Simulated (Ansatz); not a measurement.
TaRu:
```
TaRu
1.0
    3.02146     0.00000     0.00000
    0.00000     3.02146     0.00000
    0.00000     0.00000     3.39245
Ta Ru
1 1
Direct
  0.50000   0.50000   0.50000
  0.00000   0.00000   0.00000
```

Relaxed with PBEsol. Special points in fractions of this cell's reciprocal vectors: Γ (0.000, 0.000, 0.000); X (0.000, 0.500, 0.000); M (0.500, 0.500, 0.000); Z (0.000, 0.000, 0.500); R (0.000, 0.500, 0.500); A (0.500, 0.500, 0.500).

Question: List the band energies nearest the Fermi level at these points for the program Ansatz at the PBEsol level (PAW).

Answer: In eV from the Fermi level; about four levels below and three above (degenerate sets whole), none deeper than 8.9 eV; points with the same levels are listed once.

| k | below | above |
|---|---|---|
| Γ | -5.74 -2.38 -2.38 -1.42 | 0.40 1.91 4.50 |
| X | -2.08 -1.96 -1.17 -0.74 | 0.54 1.85 2.53 |
| M | -6.13 -5.98 -4.69 -4.69 | 0.38 1.30 1.52 1.52 |
| Z | -2.60 -1.77 -1.77 -0.75 | 0.02 0.92 0.92 |
| R | -5.84 -3.46 -3.43 -0.90 | 0.61 0.68 0.71 |
| A | -3.31 -2.56 -2.56 -0.33 | 0.41 3.79 5.41 |

Space group P4/mmm (L1₀ or tetragonal B2). The first step of the workflow began from a Materials Project structure, measured or hypothetical; the Crystallography Open Database files this formula in space group No. 123, but the cells were not matched. Whether it is the stable phase at ambient conditions was not checked. Symmetry was held in the PBEsol relaxation; of distortions, only those at the zone centre were tested. No spin polarisation was allowed. Spin–orbit coupling is left out wherever it is not named.

Potentials: the later of the program's two PAW sets.
